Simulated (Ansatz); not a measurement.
input.yaml

```yaml
crystal:
  lattice:
    - [4.2755983136, -3.1041112676, -0.0152380081]
    - [4.2755983136, 3.1041112676, -0.0152380081]
    - [-1.7867906077, 0.0, 4.4453643319]
  atoms:
    - { symbol: Ba, position: [0.0310384803, 0.0310384803, 0.9557319006] }
    - { symbol: Mg, position: [0.3368117076, 0.3368117076, 0.6765231284] }
    - { symbol: Ti, position: [0.5808086616, 0.5808086616, 0.4077824107] }
    - { symbol: O, position: [0.4588750313, 0.9418393048, 0.5240526874] }
    - { symbol: O, position: [0.9418393048, 0.4588750313, 0.5240526874] }
    - { symbol: O, position: [0.3805268145, 0.3805268145, 0.1118571754] }
basis:
  ecutwfc: 420
kpoints:
  mp_grid: { grid: [6, 6, 6] }
hamiltonian:
  xc: pbe
  hubbard: { sites: [{ species: Ti, l: d, u_eff: 4.0 }] }
scf:
  occupations: { method: gaussian, width: 0.02 }
output:
  forces: true
  stress: true
  eigenvalues: true
  populations: true
```

Launched with
```bash
ansatz run input.yaml --threads 1 --pin off --max-ram 2560MiB --backend cpu --events-out ev --progress --plain --runs-dir out
```

Level of theory: DFT PBE+U, scalar-relativistic, plane waves, PAW in Ansatz.

Part of what the program printed, abridged (iterations and final results):

```
SCF iter   1: F=—  HF=-12078.813871 eV  |F-HF|=—  |Δ(HF+E_count)|=         —  Δρ=4.79e-2  dr2=2.37e0  ethr=3.10e-3  ⟨swp⟩=8.2  Hψ=11182  notcnv=0
SCF iter   2: F=—  HF=-12078.583841 eV  |F-HF|=—  |Δ(HF+E_count)|=   2.30e-1  Δρ=2.37e-2  dr2=7.85e-1  ethr=3.10e-3  ⟨swp⟩=3.2  Hψ=4130  notcnv=0  defer=98
SCF iter   3: F=—  HF=-12078.735326 eV  |F-HF|=—  |Δ(HF+E_count)|=   1.51e-1  Δρ=2.60e-2  dr2=7.75e-1  ethr=1.57e-3  ⟨swp⟩=3.3  Hψ=3914  notcnv=0  defer=98
SCF iter   4: F=—  HF=-12078.644231 eV  |F-HF|=—  |Δ(HF+E_count)|=   9.11e-2  Δρ=6.48e-3  dr2=6.07e-2  ethr=1.55e-3  ⟨swp⟩=3.2  Hψ=3929  notcnv=0  defer=94
SCF iter   5: F=—  HF=-12078.644869 eV  |F-HF|=—  |Δ(HF+E_count)|=   6.39e-4  Δρ=2.41e-3  dr2=1.03e-2  ethr=1.21e-4  ⟨swp⟩=3.2  Hψ=3327  notcnv=0  defer=94
SCF iter   6: F=—  HF=-12078.649672 eV  |F-HF|=—  |Δ(HF+E_count)|=   4.80e-3  Δρ=1.25e-3  dr2=2.04e-3  ethr=2.06e-5  ⟨swp⟩=3.3  Hψ=3724  notcnv=0  defer=94
SCF iter   7: F=—  HF=-12078.650351 eV  |F-HF|=—  |Δ(HF+E_count)|=   6.79e-4  Δρ=7.59e-4  dr2=6.88e-4  ethr=4.08e-6  ⟨swp⟩=2.1  Hψ=3736  notcnv=0  defer=94
SCF iter   8: F=—  HF=-12078.650558 eV  |F-HF|=—  |Δ(HF+E_count)|=   2.07e-4  Δρ=1.74e-4  dr2=6.69e-5  ethr=1.38e-6  ⟨swp⟩=2.0  Hψ=3269  notcnv=0  defer=94
SCF iter   9: F=—  HF=-12078.650656 eV  |F-HF|=—  |Δ(HF+E_count)|=   9.72e-5  Δρ=4.85e-5  dr2=5.23e-6  ethr=1.34e-7  ⟨swp⟩=2.0  Hψ=3255  notcnv=0  defer=94
SCF iter  10: F=—  HF=-12078.650663 eV  |F-HF|=—  |Δ(HF+E_count)|=   7.46e-6  Δρ=1.43e-5  dr2=3.22e-7  ethr=1.05e-8  ⟨swp⟩=2.1  Hψ=3496  notcnv=0  defer=93
SCF iter  11: F=-12078.650663 eV  HF=-12078.650663 eV  |F-HF|=1.07e-8  |Δ(HF+E_count)|=   2.75e-7  Δρ=5.72e-6  dr2=3.76e-8  ethr=2.00e-10  ⟨swp⟩=13.7  Hψ=13820  notcnv=0
SCF 1 converged in 11 iterations: F = -12078.650663 eV  dr2 = 3.76e-8
SCF converged after 11 iterations
Free energy (F): -12078.650663 eV
Harris-Foulkes:  -12078.650663 eV  (|F-HF|=1.07e-8)
Internal energy: -12078.650663 eV  (E = F + TS)
E sigma→0 (E₀):  -12078.650663 eV
Fermi energy:    8.114917 eV
--- Per-component energies (eV) ---
  E_band       = -674.432570
  E_kinetic    = 1045.605547
  E_local      = -4987.414478  (includes V_loc(G=0)·N_el)
  E_nonlocal   = 301.063810
  E_hartree    = 1941.640668
  E_xc         = -518.098343
  E_vxc        = -580.081145  (∫ρ·V_xc dr)
  E_hubbard    = 3.353235  (on-site DFT+U / exact-exchange correction)
  E_vhub       = 1.665462  (the Hubbard potential's part of the band-sum identity)
  E_paw        = -7038.283321  (= ΣΔE_a)
  E_vpaw       = -338.561129  (= ΣTr[D̂ρ^β])
  E_aug_tail   = 0.007445  (compensation charges beyond the density's cutoff)
  E_ewald      = -2826.525228
  E_smearing   =  0.000000  (= −TS)
--- Forces (eV/Å), atoms counted from 1 ---
  atom   1  Ba     0.23957723     0.00000000     0.12162848
  atom   2  Mg     0.24779783     0.00000000     0.03157296
  atom   3  Ti     0.10484722     0.00000000     0.90555644
  atom   4  O      0.54322954     1.82178136     0.34510643
  atom   5  O      0.54322954    -1.82178136     0.34510643
  atom   6  O     -1.67867755     0.00000000    -1.74893947
--- Stress (GPa, compression-positive) ---
        3.539369       0.000000       1.445072
        0.000000       5.132680       0.000000
        1.445072       0.000000       2.432283
  P = ⅓ Tr σ = 3.7014 GPa (37.014 kbar)
--- Band table (eV; the first three rows and the last of 68) ---
  k-point 0: bands = ["-67.5003", "-49.9818", "-34.2753", "-34.2609", "-34.2513", "-26.5910", "-26.5754", "-26.0342", "-21.3174", "-11.2408", "-10.5259", "-10.4721", "-6.4987", "-6.4835", "-6.4055", "1.7995", "2.6685", "2.8596", "3.0394", "3.1133", "3.3751", "3.5262", "3.8349", "4.3994", "6.0192", "9.0124", "10.0039", "10.1609", "10.2205", "10.7487", "10.8675"]
  k-point 1: bands = ["-67.5001", "-49.9818", "-34.2753", "-34.2610", "-34.2513", "-26.5911", "-26.5754", "-26.0345", "-21.3151", "-11.2192", "-10.5267", "-10.5157", "-6.5074", "-6.4745", "-6.3778", "1.7928", "2.6498", "2.7388", "2.9304", "3.1553", "3.3974", "3.6358", "3.7886", "4.2853", "6.3381", "9.2257", "9.8754", "10.2549", "10.2781", "10.7416", "10.8085"]
  k-point 2: bands = ["-67.4999", "-49.9818", "-34.2753", "-34.2612", "-34.2513", "-26.5912", "-26.5754", "-26.0349", "-21.3106", "-11.1662", "-10.6119", "-10.5283", "-6.5282", "-6.4566", "-6.3187", "1.8044", "2.4289", "2.5950", "2.9599", "3.2448", "3.3548", "3.6879", "3.7416", "4.1257", "7.0649", "9.1783", "9.8969", "10.4352", "10.5187", "10.7216", "10.9503"]
  k-point 67: bands = ["-67.5000", "-49.9818", "-34.2754", "-34.2612", "-34.2514", "-26.5914", "-26.5757", "-26.0354", "-21.3062", "-11.1931", "-10.5556", "-10.5316", "-6.5689", "-6.5109", "-6.3782", "1.4279", "2.5631", "2.6665", "3.1301", "3.2206", "3.5096", "3.6588", "3.9556", "4.4751", "7.6162", "8.6190", "9.5481", "9.7794", "10.5743", "10.6693", "11.4325"]
Occupation matrices written to <dir>
--- Löwdin populations: 6 sites ---
  site symbol q [e]
     0     Ba      8.3301
     1     Mg      8.6352
     2     Ti     11.3121
     3      O      7.0512
     4      O      7.0512
     5      O      7.0362
  spilling = 0.011680 (of n_electrons = 50.000000)
```

The calculation finished and met its thresholds.